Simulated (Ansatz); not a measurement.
KMgH₃:
```
CELL_PARAMETERS angstrom
      3.99205     0.00000     0.00000
      0.00000     3.99205     0.00000
      0.00000     0.00000     3.99205
ATOMIC_POSITIONS crystal
  K  0.00000 0.00000 0.00000
  Mg 0.50000 0.50000 0.50000
  H  0.50000 0.00000 0.50000
  H  0.00000 0.50000 0.50000
  H  0.50000 0.50000 0.00000
```

Relaxed with r²SCAN. Special points in fractions of this cell's reciprocal vectors: Γ (0.000, 0.000, 0.000); X (0.000, 0.500, 0.000); M (0.500, 0.500, 0.000); R (0.500, 0.500, 0.500).

**Question.** List the band energies nearest the valence-band maximum at these points for DFT-r²SCAN in the program Ansatz with PAW potentials.

**Answer.** In eV from the valence-band maximum; about four levels below and three above (degenerate sets whole), none deeper than 8.9 eV; points with the same levels are listed once.

```csv
k,below,above
Γ,-5.53 -0.45 -0.45,6.59 6.59 6.59
X,-3.81 -2.74 0.00,6.11 6.11 6.55
M,-2.86 -1.92 -1.92,4.29 7.09 7.66 7.66
R,-2.10 -2.10 -2.10,3.20 6.41 6.41 6.41
```

Space group Pm-3m (cubic perovskite). The workflow started from a Materials Project entry (that database holds measured and hypothetical structures alike); the Crystallography Open Database files this formula in space group No. 221, but the cells were not matched. Whether it is the stable phase at ambient conditions was not checked. The cell was relaxed with r²SCAN under the symmetry of its start; its stability against distortions is not shown here.

Potentials: the later of the program's two PAW sets.
